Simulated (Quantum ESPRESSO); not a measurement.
pw.x input (Quantum ESPRESSO 7.5; PBEsol, PseudoDojo standard norm-conserving files, scalar-relativistic):

```
&CONTROL
  calculation = 'scf'
  pseudo_dir = './pseudo'
  outdir = './out'
  tprnfor = .true.
  tstress = .true.
/
&SYSTEM
  ibrav = 0
  nat = 6
  ntyp = 3
  ecutwfc = 70.0
  ecutrho = 280.0
  occupations = 'smearing'
  smearing = 'fd'
  degauss = 0.002
  nbnd = 28
/
&ELECTRONS
  conv_thr = 6e-10
/
ATOMIC_SPECIES
Ca 40.0780 Ca.upf
Sr 87.6200 Sr.upf
I 126.9045 I.upf
CELL_PARAMETERS angstrom
  6.908608271000   0.000000000000   0.003529022000
  0.000000000000   4.568317574000   0.000000000000
 -0.026401954000   0.000000000000   7.947030566000
ATOMIC_POSITIONS crystal
Ca   0.000000000000   0.500000000000   0.500000000000
Sr   0.000000000000   0.000000000000   0.000000000000
I   0.255314120900   0.000000000000   0.345406829400
I   0.744685879100   0.000000000000   0.654593170600
I   0.264635556100   0.500000000000   0.820960599200
I   0.735364443900   0.500000000000   0.179039400800
K_POINTS automatic
4 6 4 0 0 0
```

End of the output:

```

[...]
     the Fermi energy is     4.3864 ev
!    total energy              =    -250.03190801 Ry
     estimated scf accuracy    <          5.6E-10 Ry
     smearing contrib. (-TS)   =       0.00000000 Ry
     internal energy E=F+TS    =    -250.03190801 Ry
     The total energy is F=E-TS. E is the sum of the following terms:
     one-electron contribution =     -83.14861229 Ry
     hartree contribution      =      54.60190707 Ry
     xc contribution           =     -62.91235515 Ry
     ewald contribution        =    -158.57284764 Ry
     convergence has been achieved in  10 iterations
     Forces acting on atoms (cartesian axes, Ry/au):
     atom    1 type  1   force =     0.00000000    0.00000000    0.00000000
     atom    2 type  2   force =     0.00000000    0.00000000    0.00000000
     atom    3 type  3   force =    -0.00398942   -0.00000000   -0.00002852
     atom    4 type  3   force =     0.00398942   -0.00000000    0.00002852
     atom    5 type  3   force =    -0.00459685    0.00000000   -0.00014708
     atom    6 type  3   force =     0.00459685    0.00000000    0.00014708
     Total force =     0.008610     Total SCF correction =     0.000052
     Computing stress (Cartesian axis) and pressure
          total   stress  (Ry/bohr**3)                   (kbar)     P=       -1.99
  -0.00001104   0.00000000  -0.00000050           -1.62        0.00       -0.07
   0.00000000  -0.00001481   0.00000000            0.00       -2.18        0.00
  -0.00000050   0.00000000  -0.00001480           -0.07        0.00       -2.18
```
In a gapped system the printed Fermi energy is only some level inside the gap.

Spin-orbit coupling is not included.

Geometry relaxed with PBE+D3(BJ).
